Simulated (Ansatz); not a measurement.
ScSi₂ in space group P6/mmm (No. 191; Sc on 1a, Si on 2d) under volume change, LDA in the plane-wave PAW code Ansatz, shape and atoms relaxed at each volume.

```json
[
 {"V (Å³/atom)": "14.570", "E − E(relaxed) (meV/atom)": "48.4", "P (GPa)": "11.63"},
 {"V (Å³/atom)": "15.051", "E − E(relaxed) (meV/atom)": "20.4", "P (GPa)": "7.18"},
 {"V (Å³/atom)": "15.531", "E − E(relaxed) (meV/atom)": "4.8", "P (GPa)": "3.30"},
 {"V (Å³/atom)": "16.011", "E − E(relaxed) (meV/atom)": "0.0", "P (GPa)": "0.00"},
 {"V (Å³/atom)": "16.492", "E − E(relaxed) (meV/atom)": "4.4", "P (GPa)": "-2.87"},
 {"V (Å³/atom)": "16.972", "E − E(relaxed) (meV/atom)": "16.8", "P (GPa)": "-5.33"},
 {"V (Å³/atom)": "17.452", "E − E(relaxed) (meV/atom)": "36.0", "P (GPa)": "-7.39"}
]
```

Problem. What does a third-order Birch–Murnaghan fit give for V₀, B₀ and B′?

Solution. V₀ = 16.01 Å³/atom, B₀ = 102 GPa, B′ = 4.0.

The workflow started from an entry of the Crystallography Open Database (COD). Whether it is the stable phase at ambient conditions was not checked. Symmetry was held in the LDA relaxation. At this level the phase is mechanically unstable. The run is not spin-polarised.

Potentials: the later of the program's two PAW sets.
